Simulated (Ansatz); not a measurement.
## W: an elastic constant from a strain scan

Level of theory: Ansatz 0.2.0, DFT PBEsol, scalar-relativistic, plane waves, PAW. Settings: plane waves to 420 eV, k-mesh 26×26×26 (Γ-centred), Gaussian smearing 0.15 eV. Spin–orbit coupling is left out, which can shift energies with elements as heavy as these. No spin polarisation. Energies are free energies at this smearing, counted from the undisturbed cell; pressure is positive in compression.

The starting cell (relaxed at this level; with this scan's settings it stands at -0.1 GPa):

```xyz
1
Lattice="-1.5772 1.5772 1.5772 1.5772 -1.5772 1.5772 1.5772 1.5772 -1.5772" Properties=species:S:1:pos:R:3 pbc="T T T"
W     0.0000    0.0000    0.0000
```

The cell is strained by ε times the Voigt pattern (0, 0, 0, 1, 0, 0) (xx, yy, zz, yz, xz, xy; engineering shear) with fractional coordinates fixed. The cell holds 1 atom in V0 = 15.69 Å³. The stress column is τ = (1/V0) dE/dε, got from the stress tensor σ (compression positive) at each point as −det(1 + εP) σ : P(1 + εP)⁻¹, with P the pattern as a tensor.

| ε | ΔE (meV/atom) | τ (GPa) |
| --- | --- | --- |
| -0.0175 | 2.284 | -2.666 |
| -0.0150 | 1.678 | -2.285 |
| -0.0125 | 1.166 | -1.904 |
| -0.0100 | 0.746 | -1.523 |
| -0.0075 | 0.419 | -1.143 |
| -0.0050 | 0.186 | -0.762 |
| -0.0025 | 0.046 | -0.381 |
| 0.0000 | 0.000 | 0.000 |
| 0.0025 | 0.046 | 0.381 |
| 0.0050 | 0.186 | 0.762 |
| 0.0075 | 0.419 | 1.143 |
| 0.0100 | 0.746 | 1.523 |
| 0.0125 | 1.166 | 1.904 |
| 0.0150 | 1.678 | 2.285 |
| 0.0175 | 2.284 | 2.666 |
| 0.0200 | ? | ? |

Question: Which combination of elastic constants does this scan measure, and how large is it?

Answer: For small ε, τ = τ0 + Kε with K = pᵀCp, which for this pattern is C44 in the cubic axes. The parabola through τ at ε = -0.0025, 0 and 0.0025 has slope K = 152 GPa at zero. The energies per cell, E = NΔE, of the wider pair ε = ±0.0175 give K = 2[E(ε₊)/ε₊ − E(ε₋)/ε₋]/[(ε₊ − ε₋)V0] = 152 GPa, in agreement.

Question: Predict the withheld row at ε = 0.0200 from the harmonic law, and compare.

Answer: ΔE = V0(τ0 ε + Kε²/2)/N = 2.984 meV/atom and τ = 3.05 GPa. The calculation gives 2.984 meV/atom and 3.05 GPa, a miss of 0.01 meV/atom at most, so the harmonic law still holds here.

In a metal these slopes depend on the k mesh and the smearing.

Cost: 9 runs of about 1.7 core-minutes in all, on Intel Xeon 6975P-C (Granite Rapids) (shared hosts).